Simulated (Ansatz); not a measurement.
In r²SCAN (plane waves, PAW; program Ansatz), CaZrN2 in the orthorhombic phase (Pna2_1; Ca on 4a, Zr on 4a, N on 4a, N on 4a) relaxes to a = 6.543 Å, b = 8.006 Å, c = 4.809 Å. Its formation energy from the elements is -159 kJ/mol of atoms, with no fitted shifts.

It is gapped at this level: 2.25 eV (direct). The valence maximum lies at Γ and the conduction minimum at Γ. Electrons at the band edge weigh 0.42, 1.0, 4.2 mₑ (principal values). The hole mass is 0.29, 3.9, 4.9 mₑ (principal values).

Bader charges are Ca +1.45, Zr +2.25, N -1.87 to -1.83 e.

The start of the workflow was typed in or built on a structure type; neither database checked (COD, Materials Project) lists it. Whether it is the stable phase at ambient conditions was not checked. The cell was relaxed with r²SCAN under the symmetry of its start; its stability against distortions is not shown here. The run is not spin-polarised. The references are the lowest solids computed at this level, not always the standard phases (solids in place of the gases). Spin–orbit coupling is left out wherever it is not named.

Potentials: the earlier of the program's two PAW sets. The files were generated under PBE; for other functionals the program regenerates the frozen cores, and for LDA and PBEsol the local potential too.
